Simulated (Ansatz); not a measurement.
Values for one crystal, relaxed and computed with r²SCAN in the plane-wave PAW code Ansatz; other levels are named.

- Volume per atom: 21.09 Å³
- Electronic character: metallic (no gap)
- Density of states at the Fermi level: 0.57 states/eV per atom (mean over ±0.08 eV)
- Formation energy from the elements (no fitted shifts): -25 kJ/mol of atoms

Problem. Pick the material that matches.
A) ScAg2, MoSi2 or CaC2 type
B) ScCd3, P6_3/mmc (Sc on 2c, Cd on 6h)
C) ScAl2, cubic Laves (MgCu2 type)
D) ScBe5, P6/mmm (Sc on 1a, Be on 2c, Be on 3g)

Solution. B, ScCd3, P6_3/mmc (Sc on 2c, Cd on 6h)

The first step of the workflow began from a Materials Project structure, measured or hypothetical; the Crystallography Open Database files this formula in space group No. 194, but the cells were not matched. Its standing as an ambient phase is unchecked. The cell was relaxed with r²SCAN under the symmetry of its start; whether a distortion lowers the energy is not shown. The run is not spin-polarised. The references are the lowest solids computed at this level, not always the standard phases. Scalar-relativistic: spin–orbit coupling is off unless named, which matters more the heavier the elements.

Potentials: the later of the program's two PAW sets.
